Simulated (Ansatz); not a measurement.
Values for one crystal, relaxed and computed with DFT-PBE in the program Ansatz with PAW potentials; other levels are named.

Volume per atom: 20.88 Å³
Band gap: 1.63 eV (indirect)
Valence-band maximum: at Γ
Electron effective mass: 0.25, 0.25, 0.81 mₑ (principal values)
Hole effective mass, band 3 of 3 at the edge: 0.19 along [100], 0.15 along [110], 0.14 along [111] (mₑ)
Hole effective mass, band 2 of 3 at the edge: 0.56 along [100], 0.56 along [110], 1.4 along [111] (mₑ)
Smallest direct gap on the standard path: 3.09 eV

Task: Which compound is it?
A. GaAs, zinc blende
B. AlN, zinc blende
C. BeSe, zinc blende
D. AlP, zinc blende

Result: D, AlP, zinc blende

Space group F-43m (zinc blende). Symmetry was held in the PBE relaxation.

Potentials: the later of the program's two PAW sets.
